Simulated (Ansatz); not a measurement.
AlN:
```cif
data_Al2N2
_chemical_formula_sum 'Al2 N2'
_space_group_name_H-M_alt 'P63mc'
_space_group_IT_number 186
_space_group_name_Hall 'P 6c -2c'
_cell_length_a 3.11361
_cell_length_b 3.11361
_cell_length_c 4.98342
_cell_angle_alpha 90.000
_cell_angle_beta 90.000
_cell_angle_gamma 120.000
loop_
_atom_site_label
_atom_site_type_symbol
_atom_site_symmetry_multiplicity
_atom_site_Wyckoff_symbol
_atom_site_fract_x
_atom_site_fract_y
_atom_site_fract_z
_atom_site_occupancy
Al1 Al 2 b 0.66667 0.33333 0.49902 1
N1 N 2 b 0.33333 0.66667 0.38098 1
```

Relaxed with PBEsol. The program Ansatz at the PBEsol level (PAW) gives a gap of 4.10 eV.

What gap does HSE06 give on the same cell (Ansatz, PAW)?

5.54 eV, 1.44 eV more. The hybrid was solved on a coarser mesh and at special points; its gap is the smallest among all of these.

```json
[
 {"k": "Γ", "v1 PBEsol": "0.00", "c1 PBEsol": "4.10", "v1 HSE06": "0.00", "c1 HSE06": "5.54"},
 {"k": "A", "v1 PBEsol": "-0.56", "c1 PBEsol": "6.36", "v1 HSE06": "?", "c1 HSE06": "?"},
 {"k": "K", "v1 PBEsol": "-2.41", "c1 PBEsol": "4.89", "v1 HSE06": "?", "c1 HSE06": "?"},
 {"k": "H", "v1 PBEsol": "-0.80", "c1 PBEsol": "7.28", "v1 HSE06": "-0.87", "c1 HSE06": "8.88"},
 {"k": "M", "v1 PBEsol": "-0.70", "c1 PBEsol": "5.67", "v1 HSE06": "?", "c1 HSE06": "?"},
 {"k": "L", "v1 PBEsol": "-1.38", "c1 PBEsol": "5.17", "v1 HSE06": "?", "c1 HSE06": "?"}
]
```

Top valence (v1) and lowest conduction level (c1) in eV from each method's valence maximum (which need not be a listed point): supply the withheld HSE06 values.


- K, v1 HSE06: -2.57
- K, c1 HSE06: 6.34
- A, v1 HSE06: -0.61
- A, c1 HSE06: 7.93
- L, v1 HSE06: -1.48
- L, c1 HSE06: 6.64
- M, v1 HSE06: -0.77
- M, c1 HSE06: 7.14

Cost on shared cores: the PBEsol run (SCF on a 10×10×6 mesh, then bands and DOS) roughly 16 core-seconds, the HSE06 run (SCF on 8×8×4, then a few points) around 90 core-seconds (rough); the tasks are unlike.

Space group P6_3mc (wurtzite). Symmetry was held in the PBEsol relaxation.

Potentials: the earlier of the program's two PAW sets.
